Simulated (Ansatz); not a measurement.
# Two states of ZrNiF6

```
Zr Ni F
1.0
     3.31994    1.91677    2.08251
    -3.31994    1.91677    2.08251
     0.00000   -3.83353    2.08251
Zr Ni F
1 1 6
Direct
  0.50000 0.50000 0.50000
  0.00000 0.00000 0.00000
  0.27600 0.91600 0.27600
  0.27600 0.27600 0.91600
  0.91600 0.27600 0.27600
  0.72400 0.08400 0.72400
  0.08400 0.72400 0.72400
  0.72400 0.72400 0.08400
```

The numbers come from plane-wave PAW DFT (Ansatz): r2SCAN, with U_eff = 5.1 eV on Ni d (all-electron-ortho-atomic projectors), 500 eV, 5×5×5 Γ-centred k points, fermi-dirac occupations (width 0.1 eV). Nothing was relaxed.

State A: Ni2 up (collinear spin). State B: no moments (no spin polarisation).

Which state is lower, and how do they differ?

State A is lower by 254.1 meV an atom at zero smearing; in free energy at this smearing B lies +243.0 meV an atom from A.

| state | free energy (meV/atom) | largest moment in a small sphere (μB) | net moment (μB/cell) | gap on mesh (eV) | pressure (GPa) | largest force (eV/Å) |
| --- | --- | --- | --- | --- | --- | --- |
| A | 0.0 | 1.49 | 2.00 | 0.68 | 29.3 | 7.26 |
| B | 243.0 | 0.00 | 0.00 | metal | 25.2 | 5.36 |

Origin: a known structure type with other elements, at an estimated volume, so it need not be a known compound. Caveats: atoms or cell far from equilibrium; the mesh misses a band edge that the path finds; gaps of Fe, Co and Ni magnets come out low on these datasets; the Fermi level lies in a narrow band between gaps, which spin or distortion may split.
